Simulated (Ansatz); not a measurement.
AlV2C:
Space group P6₃/mmc (No. 194); a = 2.9069 Å, b = 2.9069 Å, c = 13.1276 Å, α = 90.00°, β = 90.00°, γ = 120.00°

```tsv
atom	site	symmetry	x	y	z
Al	2c	-6m2	0.3333	0.6667	0.2500
V	4f	3m.	0.6667	0.3333	0.0850
C	2a	-3m.	0.0000	0.0000	0.0000
```

Relaxed with PBE.

### Question
Which orbitals make up the states near the Fermi level in PBE in the plane-wave PAW code Ansatz?

### Answer
Within 0.5 eV of the Fermi level: V 3d 90 %, Al 3p 5 %. Projections are on Löwdin-orthogonalised atomic valence shells; empty p or d shells of many metals are not among them.

### Question
Tabulate the density of states.

### Answer
States/eV per cell of 8 atoms, in 0.25 eV bins, energy from the Fermi level.

| E (eV) | total | V 3d | C 2p | Al 3p |
|---|---|---|---|---|
| -7.85 | 0.76 | 0.04 | 0.02 | 0.24 |
| -7.60 | 0.77 | 0.05 | 0.02 | 0.27 |
| -7.35 | 0.79 | 0.07 | 0.03 | 0.30 |
| -7.10 | 0.82 | 0.08 | 0.03 | 0.32 |
| -6.85 | 0.86 | 0.10 | 0.05 | 0.33 |
| -6.60 | 0.96 | 0.14 | 0.09 | 0.35 |
| -6.35 | 1.43 | 0.29 | 0.29 | 0.41 |
| -6.10 | 3.05 | 0.78 | 1.18 | 0.46 |
| -5.85 | 2.64 | 0.70 | 1.13 | 0.32 |
| -5.60 | 2.55 | 0.73 | 1.18 | 0.24 |
| -5.35 | 3.53 | 1.06 | 1.60 | 0.33 |
| -5.10 | 3.19 | 0.94 | 1.27 | 0.43 |
| -4.85 | 4.29 | 1.25 | 1.72 | 0.60 |
| -4.60 | 3.21 | 1.05 | 1.23 | 0.41 |
| -4.35 | 4.75 | 1.70 | 2.09 | 0.37 |
| -4.10 | 7.75 | 2.94 | 3.72 | 0.44 |
| -3.85 | 6.06 | 2.42 | 2.73 | 0.34 |
| -3.60 | 5.81 | 2.51 | 2.29 | 0.45 |
| -3.35 | 8.26 | 4.05 | 3.60 | 0.24 |
| -3.10 | 0.78 | 0.24 | 0.06 | 0.22 |
| -2.85 | 1.03 | 0.29 | 0.06 | 0.41 |
| -2.60 | 1.70 | 0.56 | 0.10 | 0.72 |
| -2.35 | 6.05 | 3.35 | 0.27 | 1.77 |
| -2.10 | 8.16 | 4.98 | 0.33 | 2.09 |
| -1.85 | 6.21 | 3.98 | 0.17 | 1.56 |
| -1.60 | 8.57 | 5.33 | 0.25 | 2.26 |
| -1.35 | 5.54 | 4.03 | 0.15 | 0.94 |
| -1.10 | 3.05 | 2.46 | 0.06 | 0.31 |
| -0.85 | 4.17 | 3.59 | 0.04 | 0.26 |
| -0.60 | 3.23 | 2.85 | 0.04 | 0.21 |
| -0.35 | 3.52 | 3.04 | 0.08 | 0.26 |
| -0.10 | 5.00 | 4.50 | 0.10 | 0.26 |
| 0.15 | 4.22 | 3.80 | 0.09 | 0.20 |
| 0.40 | 5.55 | 5.08 | 0.10 | 0.22 |
| 0.65 | 7.23 | 6.63 | 0.10 | 0.24 |
| 0.90 | 9.40 | 8.13 | 0.34 | 0.37 |
| 1.15 | 4.02 | 3.49 | 0.16 | 0.11 |
| 1.40 | 10.39 | 9.49 | 0.28 | 0.21 |
| 1.65 | 10.32 | 9.36 | 0.30 | 0.33 |
| 1.90 | 6.68 | 5.65 | 0.34 | 0.46 |
| 2.15 | 7.55 | 5.97 | 0.57 | 0.73 |
| 2.40 | 5.24 | 3.82 | 0.31 | 0.87 |
| 2.65 | 2.64 | 1.64 | 0.23 | 0.57 |
| 2.90 | 3.37 | 1.83 | 0.47 | 0.66 |
| 3.15 | 3.68 | 1.79 | 0.41 | 0.67 |
| 3.40 | 4.52 | 2.27 | 0.81 | 0.52 |
| 3.65 | 5.52 | 2.88 | 1.08 | 0.51 |
| 3.90 | 5.72 | 2.86 | 1.04 | 0.58 |
| 4.15 | 5.97 | 2.89 | 1.31 | 0.59 |

Space group P6_3/mmc. The cell was relaxed with PBE under the symmetry of its start. The run is not spin-polarised.

Potentials: the earlier of the program's two PAW sets.
